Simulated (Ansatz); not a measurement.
An Ansatz (a quantum-chemistry and plane-wave program) run. Input:

Ansatz 0.2 input:
```yaml
crystal:
  lattice:
    - [0.0, 4.3509972474, 4.3509972474]
    - [4.3509972474, 0.0, 4.3509972474]
    - [4.3509972474, 4.3509972474, 0.0]
  atoms:
    - { symbol: Sn, position: [0.5, 0.5, 0.5] }
    - { symbol: Sn, position: [0.0, 0.0, 0.0] }
    - { symbol: F, position: [0.7273686499, 0.2726313501, 0.7273686499] }
    - { symbol: F, position: [0.2726313501, 0.7273686499, 0.2726313501] }
    - { symbol: F, position: [0.7273686499, 0.2726313501, 0.2726313501] }
    - { symbol: F, position: [0.2726313501, 0.7273686499, 0.7273686499] }
    - { symbol: F, position: [0.7273686499, 0.7273686499, 0.2726313501] }
    - { symbol: F, position: [0.2726313501, 0.2726313501, 0.7273686499] }
kpoints:
  mp_grid: { grid: [5, 5, 5] }
  band_path:
    path:
      - [[0.0, 0.0, 0.0], [0.5, 0.0, 0.5], [0.625, 0.25, 0.625]]  # Γ-X-U
      - [[0.375, 0.375, 0.75], [0.0, 0.0, 0.0], [0.5, 0.5, 0.5], [0.5, 0.25, 0.75], [0.5, 0.0, 0.5]]  # K-Γ-L-W-X
      - [VBM, CBM]
    npoints: 12
hamiltonian:
  xc: r2scan
  pseudopotentials: { kind: paw }
magnetization: { noncollinear: true, spin_orbit: true }
scf:
  n_extra_bands: 16
  convergence: { dr2_threshold: 0.0000000001 }
  occupations: { method: gaussian, width: 0.01 }
checkpoint: { write: soc.run }
output: { eigenvalues: true }
```

Output (shortened):

```
Pseudopotential: Sn, paw_fr, valence charge 14
Pseudopotential: F, paw_fr, valence charge 7
Functional definition: r2SCAN
non-collinear run that drives no moment, with spin-orbit …
Crystal: 8 atoms, lattice volume = 164.739 Å³
Basis set: ecut = 500 eV, 4279 PW (Γ), exchange–correlation on 180×180×180 points (64 copies of the dense FFT grid, shifted against one another)
Bands: 86, of which v1, the nominal top of the filled ones, is band 70 counted from 1 (69 counted from 0)
Symmetry: 48 space group operations + 48 with time reversal
k-points: 10 of 125
Projection manifold: j_resolved (fully-relativistic pseudo-atomic orbitals)
SCF iter   1: F=—  HF=-16920.424602 eV  |F-HF|=—  |Δ(HF+E_count)|=         —  Δρ=7.06e-2  dr2=5.84e0  dr2_τ=2.46e-2  dr2_m=0.00e0 (ungated)  ethr=3.10e-3  |M|=0.00e0 ∫|m|=0.00e0 μB  |m|>n=0.0e0 m-floor=0.0e0 τ_xc=0.0e0  β_m=0.30  ⟨swp⟩=7.8  Hψ=2241  notcnv=0  defer=34
preconditioner: auto → Resta (q_TF=auto, 2.366 Å⁻¹)
spin=Noncollinear: Resta preconditioning applied to the charge; magnetization (m_x, m_y, m_z) channels mix plain (no charge-response kernel on spin).
SCF iter   2: F=—  HF=-16919.021804 eV  |F-HF|=—  |Δ(HF+E_count)|=    1.40e0  Δρ=4.28e-2  dr2=2.33e0  dr2_τ=2.37e-2  dr2_m=0.00e0 (ungated)  ethr=3.10e-3  |M|=0.00e0 ∫|m|=0.00e0 μB  |m|>n=0.0e0 m-floor=0.0e0 τ_xc=0.0e0  β_m=0.53  ⟨swp⟩=3.0  Hψ=892  notcnv=0  defer=86
SCF iter   3: F=—  HF=-16918.251180 eV  |F-HF|=—  |Δ(HF+E_count)|=   7.71e-1  Δρ=1.02e-2  dr2=1.30e-1  dr2_τ=3.49e-3  dr2_m=0.00e0 (ungated)  ethr=3.10e-3  |M|=0.00e0 ∫|m|=0.00e0 μB  |m|>n=0.0e0 m-floor=0.0e0 τ_xc=0.0e0  β_m=0.58  ⟨swp⟩=3.0  Hψ=751  notcnv=0  defer=86
SCF iter   4: F=—  HF=-16918.228045 eV  |F-HF|=—  |Δ(HF+E_count)|=   2.31e-2  Δρ=2.36e-3  dr2=1.33e-2  dr2_τ=1.66e-4  dr2_m=0.00e0 (ungated)  ethr=1.85e-4  |M|=0.00e0 ∫|m|=0.00e0 μB  |m|>n=0.0e0 m-floor=0.0e0 τ_xc=0.0e0  β_m=0.68  ⟨swp⟩=3.6  Hψ=800  notcnv=0  defer=88
SCF iter   5: F=—  HF=-16918.230097 eV  |F-HF|=—  |Δ(HF+E_count)|=   2.05e-3  Δρ=7.60e-4  dr2=1.25e-3  dr2_τ=1.02e-5  dr2_m=0.00e0 (ungated)  ethr=1.90e-5  |M|=0.00e0 ∫|m|=0.00e0 μB  |m|>n=0.0e0 m-floor=0.0e0 τ_xc=0.0e0  β_m=0.84  ⟨swp⟩=2.7  Hψ=678  notcnv=0  defer=88
SCF iter   6: F=—  HF=-16918.231816 eV  |F-HF|=—  |Δ(HF+E_count)|=   1.72e-3  Δρ=1.61e-4  dr2=4.54e-5  dr2_τ=3.26e-7  dr2_m=0.00e0 (ungated)  ethr=1.78e-6  |M|=0.00e0 ∫|m|=0.00e0 μB  |m|>n=0.0e0 m-floor=0.0e0 τ_xc=0.0e0  β_m=0.87  ⟨swp⟩=2.6  Hψ=619  notcnv=0  defer=88
SCF iter   7: F=—  HF=-16918.231969 eV  |F-HF|=—  |Δ(HF+E_count)|=   1.54e-4  Δρ=5.59e-5  dr2=5.06e-6  dr2_τ=6.17e-8  dr2_m=0.00e0 (ungated)  ethr=6.48e-8  |M|=0.00e0 ∫|m|=0.00e0 μB  |m|>n=0.0e0 m-floor=0.0e0 τ_xc=0.0e0  β_m=0.93  ⟨swp⟩=2.0  Hψ=702  notcnv=0  defer=88
SCF iter   8: F=—  HF=-16918.231897 eV  |F-HF|=—  |Δ(HF+E_count)|=   7.27e-5  Δρ=1.68e-5  dr2=2.84e-7  dr2_τ=4.50e-9  dr2_m=0.00e0 (ungated)  ethr=7.23e-9  |M|=0.00e0 ∫|m|=0.00e0 μB  |m|>n=0.0e0 m-floor=0.0e0 τ_xc=0.0e0  β_m=0.88  ⟨swp⟩=2.0  Hψ=699  notcnv=0  defer=88
SCF iter  11: F=-16918.231898 eV  HF=-16918.231898 eV  |F-HF|=7.28e-11  |Δ(HF+E_count)|=   2.89e-9  Δρ=9.02e-8  dr2=1.37e-11  dr2_τ=1.24e-13  dr2_m=0.00e0 (ungated)  ethr=1.00e-12  |M|=0.00e0 ∫|m|=0.00e0 μB  |m|>n=0.0e0 m-floor=0.0e0 τ_xc=0.0e0  ⟨swp⟩=12.4  Hψ=1852  notcnv=0
SCF 1 converged in 11 iterations: F = -16918.231898 eV  dr2 = 1.37e-11
NSCF: frozen V_eff on 16 k-points
NSCF: frozen V_eff on 16 k-points
NSCF: frozen V_eff on 16 k-points
NSCF: frozen V_eff on 14 k-points
NSCF: frozen V_eff on 6 k-points
NSCF: frozen V_eff on 6 k-points
NSCF: frozen V_eff on 6 k-points
NSCF: frozen V_eff on 6 k-points
NSCF: frozen V_eff on 87 k-points
SCF converged after 11 iterations
Magnetization: |M| = 0.0000 μB,  M = (+0.0000, +0.0000, +0.0000) μB
Absolute magnetization: 0.0000 μB (∫|m|)
  site 0: m = (+0.0000, +0.0000, +0.0000) μB, |m| = 0.0000 μB  (R = 0.82 Å)
  site 1: m = (+0.0000, +0.0000, +0.0000) μB, |m| = 0.0000 μB  (R = 0.98 Å)
  site 2: m = (+0.0000, +0.0000, +0.0000) μB, |m| = 0.0000 μB  (R = 0.82 Å)
  site 3: m = (+0.0000, +0.0000, +0.0000) μB, |m| = 0.0000 μB  (R = 0.82 Å)
  site 4: m = (+0.0000, +0.0000, +0.0000) μB, |m| = 0.0000 μB  (R = 0.82 Å)
  site 5: m = (+0.0000, +0.0000, +0.0000) μB, |m| = 0.0000 μB  (R = 0.82 Å)
  site 6: m = (+0.0000, +0.0000, +0.0000) μB, |m| = 0.0000 μB  (R = 0.82 Å)
  site 7: m = (+0.0000, +0.0000, +0.0000) μB, |m| = 0.0000 μB  (R = 0.82 Å)
Free energy (F): -16918.231898 eV
Harris-Foulkes:  -16918.231898 eV  (|F-HF|=7.28e-11)
Internal energy: -16918.231898 eV  (E = F + TS)
E sigma→0 (E₀):  -16918.231898 eV
Fermi energy:    2.845810 eV
--- Per-component energies (eV) ---
  E_band       = -782.910309
  E_kinetic    = 1619.263280
  E_local      = -7841.187118  (includes V_loc(G=0)·N_el)
  E_nonlocal   = 373.996025
  E_hartree    = 3527.923195
  E_xc         = -1220.608491
  E_vxc        = -900.100593  (∫ρ·V_xc dr)
  E_paw        = -9523.987989  (= ΣΔE_a)
  E_vpaw       = -1155.389645  (= ΣTr[D̂ρ^β])
  E_aug_tail   = 0.006263  (compensation charges beyond the density's cutoff)
  E_vtau       = 64.655117  (kinetic-family band-sum trace: ∫τ·v_τ [+ j·A + Jᵃ·Aᵃ] dr)
  E_ewald      = -3854.939198
  E_core_change = 1.302134  (= ΣΔE_core)
  E_smearing   =  0.000000  (= −TS)
  E_closure    = 0.000000  (closes the sum)
  Σ components = -16918.231898   (vs F -16918.231898, Δ=0.00e0)
  [band-id]    e_kinetic+e_local+e_nonlocal+2·e_hartree+e_vxc+e_vpaw+e_augmentation_tail+e_vtau = -782.910280   (vs E_band -782.910309, Δ=2.87e-5)
--- Band table (eV; the first three rows and the last of 10) ---
  k-point 0: bands = ["-23.3922", "-23.3922", "-23.3922", "-23.3922", "-23.1930", "-23.1930", "-22.6953", "-22.6953", "-22.6766", "-22.6766", "-22.6766", "-22.6766", "-20.4789", "-20.4789", "-20.4789", "-20.4789", "-20.1389", "-20.1389", "-20.1389", …
  k-point 1: bands = ["-23.3855", "-23.3855", "-23.3853", "-23.3853", "-23.1744", "-23.1744", "-22.7125", "-22.7125", "-22.6955", "-22.6955", "-22.6919", "-22.6919", "-20.4670", "-20.4670", "-20.4667", "-20.4667", "-20.1323", "-20.1323", "-20.1321", …
  k-point 2: bands = ["-23.3742", "-23.3742", "-23.3737", "-23.3737", "-23.1403", "-23.1403", "-22.7462", "-22.7462", "-22.7247", "-22.7247", "-22.7170", "-22.7170", "-20.4490", "-20.4490", "-20.4484", "-20.4484", "-20.1211", "-20.1211", "-20.1205", …
  k-point 9: bands = ["-23.4002", "-23.4002", "-23.3788", "-23.3788", "-23.1508", "-23.1508", "-22.7321", "-22.7321", "-22.7024", "-22.7024", "-22.6839", "-22.6839", "-20.4621", "-20.4621", "-20.4517", "-20.4517", "-20.1319", "-20.1319", "-20.1247", …
```

Cost: around 5 core-minutes (rough) on shared cores.

Space group Fm-3m. The first step of the workflow began from a Materials Project structure, measured or hypothetical; the Crystallography Open Database files this formula in space group No. 225, but the cells were not matched. Whether it is the stable phase at ambient conditions was not checked. The r²SCAN relaxation kept the symmetry of its start; its stability against distortions is not shown here.

Potentials: the later of the program's two PAW sets.

Ansatz is a plane-wave DFT program.
